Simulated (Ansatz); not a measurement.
**K₂LiScF₆, first-principles data**

K$_{2}$LiScF$_{6}$:
```xyz
10
Lattice="0.0000 4.0959 4.0959 4.0959 0.0000 4.0959 4.0959 4.0959 0.0000" Properties=species:S:1:pos:R:3 pbc="T T T"
K      2.0480     2.0480     2.0480
K      6.1439     6.1439     6.1439
Li     4.0959     4.0959     4.0959
Sc     0.0000     0.0000     0.0000
F      4.0959     4.0959     2.0121
F      4.0959     4.0959     6.1798
F      2.0121     4.0959     4.0959
F      6.1798     4.0959     4.0959
F      4.0959     2.0121     4.0959
F      4.0959     6.1798     4.0959
```

Space group Fm-3m (No. 225); conventional cell a = b = c = 8.192 Å, α = β = γ = 90.00°.

Method: the program Ansatz at the HSE06 level (PAW). Structure relaxed to zero pressure with the same functional. Other levels are named where they apply.

**Cell and energy**

- Volume per atom: 13.74 Å³
- Density: 2.95 g/cm³

**Electronic structure**

- Band gap = 9.50 eV (direct)
- Valence-band maximum = at Γ
- Conduction-band minimum = at Γ

**Charges**

- Bader charges = K +0.90, Li +0.93, Sc +2.26, F -0.83 e

The workflow started from a Materials Project entry (that database holds measured and hypothetical structures alike); the Crystallography Open Database copy checked does not list it. Its standing as an ambient phase is unchecked. The HSE06 relaxation kept the symmetry of its start; its stability against distortions is not shown here. No spin polarisation was allowed. The hybrid was solved on a coarse mesh, the path and, where they were found, the r²SCAN edge points; its band edges are the extreme levels among these.

Potentials: the later of the program's two PAW sets.
